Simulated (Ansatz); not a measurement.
The start is a relaxed ZrC cell with every coordinate shifted by Gaussian noise of σ = 0.3 Å. A full variable-cell relaxation at zero pressure is run with PBE (plane waves to 420 eV, PAW, scalar-relativistic; Ansatz, a quantum-chemistry and plane-wave program). The first steps use a coarse 8×8×8 k-mesh.

The start:
```yaml
crystal:
  lattice:
    - [0.00000, 2.35434, 2.35434]
    - [2.35434, 0.00000, 2.35434]
    - [2.35434, 2.35434, 0.00000]
  atoms:
    - { symbol: Zr, position: [0.91986, 0.15864, 0.08414] }
    - { symbol: C, position: [0.46698, 0.65050, 0.48947] }
```

```yaml
largest_initial_force: about 2.0 eV/Å, on Zr1, C2 (atoms numbered as listed)
energy_released: 0.13 eV/atom
band_gap_at_the_end: zero (metallic)
optimiser_moves: 4
```

The end point of the relaxation:

```cif
data_C4Zr4
_chemical_formula_sum 'Zr4 C4'
_space_group_name_H-M_alt 'Fm-3m'
_space_group_IT_number 225
_space_group_name_Hall '-F 4 2 3'
_cell_length_a 4.70872
_cell_length_b 4.70872
_cell_length_c 4.70872
_cell_angle_alpha 90.000
_cell_angle_beta 90.000
_cell_angle_gamma 90.000
loop_
_atom_site_label
_atom_site_type_symbol
_atom_site_symmetry_multiplicity
_atom_site_Wyckoff_symbol
_atom_site_fract_x
_atom_site_fract_y
_atom_site_fract_z
_atom_site_occupancy
Zr1 Zr 4 a 0.00000 0.00000 0.00000 1
C1 C 4 b 0.50000 0.50000 0.50000 1
```
(The calculation used a cell of 2 atoms; values per cell refer to that cell.)

Final values are on a 17×17×17 k-mesh of the relaxed cell. No spin polarisation in the result.
